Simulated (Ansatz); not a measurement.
**How much does the functional matter for the cell of La₂In₈Ir?**

The starting cell is an entry of the Crystallography Open Database, a measured cell (2003, 293 K):

```
La In Ir
1.0
     4.70600    0.00000    0.00000
     0.00000    4.70600    0.00000
     0.00000    0.00000   12.31200
La In Ir
2 8 1
Direct
  0.00000 0.00000 0.80526
  0.00000 0.00000 0.19474
  0.50000 0.00000 0.00000
  0.00000 0.50000 0.00000
  0.00000 0.50000 0.61836
  0.50000 0.00000 0.61836
  0.00000 0.50000 0.38164
  0.50000 0.00000 0.38164
  0.50000 0.50000 0.80366
  0.50000 0.50000 0.19634
  0.00000 0.00000 0.50000
```

Atoms and cell were relaxed at zero pressure with plane-wave PAW DFT (Ansatz 0.2.0; one set of PAW datasets, made under PBE, for all functionals; 420 eV, r2SCAN 500 eV; 7×7×3 Γ-centred mesh, fermi-dirac occupations of width 0.100 eV; no spin polarisation, no spin-orbit coupling, no dispersion correction), keeping the symmetry (P4/mmm, No. 123).

Task: How do the functionals compare with each other and with the entry?

Result: The relaxed conventional cells:

| functional | a (Å) | c (Å) | volume (Å³/atom) | formation energy (eV/atom) |
| --- | --- | --- | --- | --- |
| LDA | 4.642 | 12.124 | 23.75 | -0.490 |
| PBEsol | 4.687 | 12.253 | 24.47 | -0.470 |
| PBE | 4.769 | 12.484 | 25.82 | -0.441 |
| r2SCAN | 4.733 | 12.410 | 25.27 | -0.554 |
| the entry | 4.706 | 12.312 | 24.79 | – |

LDA gives the smallest volume and PBE the largest, 8.7 % more, the usual order, since LDA overbinds and PBE's gradient terms loosen the lattice. Against the entry's volume: LDA -4.2 %, PBEsol -1.3 %, PBE +4.1 %, r2SCAN +1.9 %; PBEsol comes nearest. The formation energies span 0.11 eV an atom, lowest under r2SCAN.

Caveats: each relaxation keeps the start's symmetry, so a distorted cell may lie lower; computed cells are at 0 K with fixed nuclei, while the entry holds thermal expansion, often some tenths of a per cent in volume and more in soft crystals; no spin-orbit coupling, which moves formation energies of heavy elements; formation energies are at zero smearing against the elements' usual phases under the same functional, gases as free molecules, uncorrected.
